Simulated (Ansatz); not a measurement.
Rb2VAgS4 in space group Fddd (No. 70; Rb on 16g, V on 8a, Ag on 8b, S on 32h), DFT-r²SCAN in the program Ansatz with PAW potentials. The conduction-band minimum lies at Γ, with 1 equivalent valley. Second derivatives d²E/dk² of the lowest band at one valley (eV·Å²), along Cartesian directions:

```tsv
direction	d²E/dk²
[100]	2.014
[010]	1.708
[001]	1.369
[110]	1.862
[101]	1.693
[011]	1.540
```

Problem. Find the principal effective masses, the density-of-states mass and the conductivity mass.

Solution. Off-diagonal terms follow from H_xy = H[110] − (H_xx + H_yy)/2, and m*/mₑ = 7.620 eV·Å² over each eigenvalue: 3.8, 4.5, 5.6. One valley's DOS mass (m₁m₂m₃)^(1/3) = 4.5, conductivity mass 3/(Σ 1/mᵢ) = 4.5 mₑ.

Problem. What effective density of states Nc follows at 300 K for parabolic valleys?

Solution. Nc = 2.509e19 × 1 × (4.5)^(3/2) ≈ 2.4e20 cm⁻³.

The first step of the workflow began from a Materials Project structure, measured or hypothetical; the Crystallography Open Database files this formula in space group No. 70, but the cells were not matched. Whether it is the stable phase at ambient conditions was not checked. Symmetry was held in the r²SCAN relaxation; whether a distortion lowers the energy is not shown. No spin polarisation was allowed. Spin–orbit coupling is left out wherever it is not named.

Potentials: the later of the program's two PAW sets.

Edges and masses are those of Kohn–Sham bands, whose gap is no quasiparticle gap.
